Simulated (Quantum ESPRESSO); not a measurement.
## Band energies of KIO₃

```
CELL_PARAMETERS angstrom
      3.10162     1.79072     2.62146
     -3.10162     1.79072     2.62146
      0.00000    -3.58144     2.62146
ATOMIC_POSITIONS crystal
  O  0.54541 0.54541 0.09909
  O  0.09909 0.54541 0.54542
  O  0.54541 0.09909 0.54541
  K  0.00833 0.00833 0.00833
  I  0.50685 0.50685 0.50685
```

PBEsol (Quantum ESPRESSO, PseudoDojo norm-conserving, 84 Ry, with spin-orbit coupling); path ΓLB1,BZΓX,QFP1Z,LP; energies in eV from the valence-band maximum.

| k (1/Å) | point | band 34 | band 35 | band 36 | band 37 | band 38 | band 39 | band 40 | band 41 |
|---|---|---|---|---|---|---|---|---|---|
| 0.00 | Γ | -1.30 | 4.99 | 4.99 | 6.52 | 6.52 | 7.07 | 7.07 | 7.39 |
| 0.24 |  | -1.31 | 5.17 | 5.25 | 6.11 | 6.20 | 6.75 | 6.76 | 7.32 |
| 0.71 | L | -1.27 | 4.07 | 4.07 | 6.24 | 6.24 | 6.59 | 6.59 | 7.38 |
| 1.10 |  | -0.78 | 3.54 | 3.66 | 4.98 | 5.32 | 5.78 | 6.07 | 7.67 |
| 1.29 |  | -0.45 | 3.03 | 3.23 | 3.95 | 4.26 | 5.04 | 5.27 | 7.96 |
| 1.68 | B1 | 0.00 | 2.22 | 2.32 | 2.69 | 2.70 | 3.96 | 3.99 | 8.07 |
| 1.68 | B | 0.00 | 2.22 | 2.32 | 2.69 | 2.70 | 3.96 | 3.99 | 8.07 |
| 1.72 | Z | -0.02 | 2.25 | 2.25 | 2.68 | 2.68 | 3.96 | 3.96 | 8.07 |
| 2.12 |  | -0.79 | 3.35 | 3.35 | 3.82 | 3.82 | 4.74 | 4.74 | 7.94 |
| 2.32 |  | -1.04 | 4.35 | 4.35 | 4.86 | 4.87 | 5.29 | 5.29 | 7.43 |
| 2.72 |  | -1.27 | 5.11 | 5.11 | 6.22 | 6.22 | 6.71 | 6.73 | 7.32 |
| 2.92 | Γ | -1.30 | 4.99 | 4.99 | 6.52 | 6.52 | 7.07 | 7.07 | 7.39 |
| 3.08 |  | -1.31 | 5.11 | 5.15 | 6.36 | 6.38 | 6.87 | 6.89 | 7.31 |
| 3.41 |  | -1.04 | 4.78 | 5.22 | 5.44 | 5.76 | 6.22 | 6.40 | 7.08 |
| 3.58 |  | -0.80 | 3.99 | 4.43 | 4.74 | 5.03 | 6.24 | 6.36 | 7.41 |
| 3.91 | X | -0.56 | 3.10 | 3.15 | 3.93 | 3.96 | 6.11 | 6.11 | 8.01 |
| 3.91 | Q | -0.56 | 3.10 | 3.15 | 3.93 | 3.96 | 6.11 | 6.11 | 8.01 |
| 3.93 | F | -0.56 | 3.12 | 3.12 | 3.94 | 3.94 | 6.11 | 6.11 | 8.02 |
| 4.38 |  | -0.15 | 2.50 | 2.64 | 3.11 | 3.24 | 4.43 | 4.54 | 8.12 |
| 4.61 | P1 | 0.00 | 2.22 | 2.31 | 2.69 | 2.69 | 3.96 | 3.98 | 8.07 |
| 4.61 | Z | -0.02 | 2.25 | 2.25 | 2.68 | 2.68 | 3.96 | 3.96 | 8.07 |
| 5.60 | L | -1.27 | 4.07 | 4.07 | 6.24 | 6.24 | 6.59 | 6.59 | 7.38 |
| 6.08 |  | -0.69 | 3.25 | 3.47 | 4.50 | 4.54 | 5.30 | 5.35 | 7.82 |
| 6.57 | P | 0.00 | 2.22 | 2.31 | 2.69 | 2.69 | 3.96 | 3.98 | 8.07 |

The PBEsol gap is direct, 2.22 eV at B1. Another valence and conduction extremum on the path lies within 0.02 eV, too close to call.

Geometry of the Materials Project entry, not relaxed at this level.
